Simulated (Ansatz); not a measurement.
# HfH2: levels along high-symmetry lines

```xyz
3
Lattice="-1.7390 1.7390 2.1805 1.7390 -1.7390 2.1805 1.7390 1.7390 -2.1805" Properties=species:S:1:pos:R:3 pbc="T T T"
Hf    0.0000    0.0000    0.0000
H     0.0000    1.7390    1.0902
H     1.7390    0.0000    1.0902
```

Atom numbers follow the list: Hf1, H2, H3.

The cell comes from COD entry 2310961, which wasn't checked; take it as a given geometry.

Spin–orbit coupling is left out, though it moves levels of the heavy atoms by tenths of an eV or more.

Computed with Ansatz 0.2.0, DFT, LDA, all-electron LAPW, scalar-relativistic.

Numerical set-up: a Γ-centred 12×12×12 k mesh, Fermi–Dirac smearing of 0.03 eV, basis error target 0.5 meV/atom, no spin polarisation.

Points in fractions of the reciprocal vectors of this cell: Γ (0, 0, 0), X (0, 0, 0.5), P (0.25, 0.25, 0.25), N (0, 0.5, 0), M (0.5, 0.5, -0.5), S (0.409, 0.591, -0.409), S0 (-0.409, 0.409, 0.409). The path runs Γ–X–P–N–Γ–M–S–S0–Γ. Energies are in eV from the Fermi level; (×n) counts levels within 4 meV of each other, which need not be degenerate by symmetry.

Problem. Is there a gap?

Solution. none: bands cross the Fermi level, a metal.

Problem. List the levels between -8 and 2.5 eV at the symmetry points.

Solution. 
Γ: -0.99, -0.49 (×2), 0.28, 1.82
X: -6.54, -5.58, -4.08
P: -6.12 (×2), -2.38, 1.17
N: -5.03, -0.82, 0.53
M: -7.60, -4.17, -3.77
S: -7.38, -4.55, -3.28
S0: -7.38, -4.55, -3.28
